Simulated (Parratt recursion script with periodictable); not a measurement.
# A film on top of a Si/Rh multilayer on Si at 13.5 nm

| layer, from the top | thickness (Å) | density (g/cm³) | rms roughness of its top face (Å) | δ at 13.5 nm | β at 13.5 nm |
|---|---|---|---|---|---|
| Si (in each period) | 41.8 | 2.313 | 2 | 9.927 × 10⁻⁴ | 0.001813 |
| Rh (in each period) | 27.8 | 12.398 | 2 | 0.1248 | 0.03117 |
| Si (substrate) | – | 2.313 | 2 | 9.927 × 10⁻⁴ | 0.001813 |

The refractive index is n = 1 − δ + iβ; the runs take δ and β at each wavelength of the scan. Vacuum lies above.

Densities are inputs, not measurements. They were set from computed cells of the Materials Project: Si from entry mp-149 (Fd-3m, 2.313 g/cm³); Rh from entry mp-74 (Fm-3m, 12.398 g/cm³); Ga2O3 from entry mp-1243 (R-3c, 6.42 g/cm³). A layer's crystal structure does not enter its constants, only its composition and density.

Model: EUV and soft X-ray reflectivity, Parratt recursion, Névot-Croce roughness, Henke tables. Program: Parratt recursion script with periodictable 1.7.1.

Light falls at α = 5° from the surface normal. It is s-polarised. The wavelength is scanned from 12.42 to 14.58 nm in 161 evenly spaced points, without smoothing. R at 13.5 nm is the value at the middle scan point.

The pair is repeated 80 times. A second run adds one film on top, with 2 Å rms roughness on its surface.

| film | thickness d (Å) | density (g/cm³) | δ at 13.5 nm | β at 13.5 nm | R at 13.5 nm (%) |
|---|---|---|---|---|---|
| none | – | – | – | – | 59.3 |
| Ga2O3 | 100 | 6.42 | 0.04183 | 0.04478 | ? |

Q: Estimate R at 13.5 nm under 100 Å of Ga2O3.

A: Light crosses the film twice, so the mirror's amplitude R₀^½ falls to a = R₀^½ exp[−4πβ(1 − δ)d/(λc)], with λ = 135 Å and c = [(1 − δ)² − sin²α]^½ (sin²α = 0.0076). The film surface reflects an amplitude of about f = |(1 − n)/(1 + n)|, the value for a smooth face at normal incidence, whose phase against a this estimate leaves open. Reflection at the film's lower face is left out.

For Ga2O3: c = 0.9542, exponent 4πβ(1 − δ)d/(λc) = 0.419, a = 0.506, a² = 25.6 %; f = 0.031. With f in or out of phase, (a ± f)² spans 22.6 to 28.8 %.

The run gave 30.6 %, 1.20 times a² and outside that span.
